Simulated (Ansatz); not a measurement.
### Question
Hg (simple rhombohedral, R-3m) is relaxed with DFT-LDA in the program Ansatz with PAW potentials. What lattice parameters of the conventional cell result?

### Answer
a = 3.487 Å, c = 6.458 Å.

The cell was relaxed with LDA under the symmetry of its start. The substance is a gas or liquid at ambient conditions; this is its low-temperature solid. Axis ratios of metals converge slowly with the k-mesh, so a and c are less sure than the volume. Spin–orbit coupling is left out wherever it is not named.

Potentials: the later of the program's two PAW sets.
